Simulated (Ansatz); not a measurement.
Input:

InPd2:
```yaml
crystal:
  lattice:
    - [5.62661, 0.00000, 0.00000]
    - [0.00000, 4.17954, 0.00000]
    - [0.00000, 0.00000, 8.24919]
  atoms:
    - { symbol: In, position: [0.82684, 0.25000, 0.59950] }
    - { symbol: In, position: [0.17316, 0.75000, 0.40050] }
    - { symbol: In, position: [0.67316, 0.75000, 0.09950] }
    - { symbol: In, position: [0.32684, 0.25000, 0.90050] }
    - { symbol: Pd, position: [0.92659, 0.25000, 0.26809] }
    - { symbol: Pd, position: [0.07341, 0.75000, 0.73191] }
    - { symbol: Pd, position: [0.57341, 0.75000, 0.76809] }
    - { symbol: Pd, position: [0.42659, 0.25000, 0.23191] }
    - { symbol: Pd, position: [0.65401, 0.75000, 0.42700] }
    - { symbol: Pd, position: [0.34599, 0.25000, 0.57300] }
    - { symbol: Pd, position: [0.84599, 0.25000, 0.92700] }
    - { symbol: Pd, position: [0.15401, 0.75000, 0.07300] }
```

This is the PBEsol-relaxed structure.

**Question.** All from PBEsol (plane waves, PAW; program Ansatz), unless another level is named. Estimate the highest zone-centre frequency.

**Answer.** 25.1 meV.

**Question.** And the bulk modulus (Birch–Murnaghan fit)?

**Answer.** 1560 kbar.

Space group Pnma. The workflow started from a Materials Project entry (that database holds measured and hypothetical structures alike); the Crystallography Open Database copy checked does not list it. Its standing as an ambient phase is unchecked. Symmetry was held in the PBEsol relaxation; its stability against distortions is not shown here. No spin polarisation was allowed.

Potentials: the later of the program's two PAW sets.
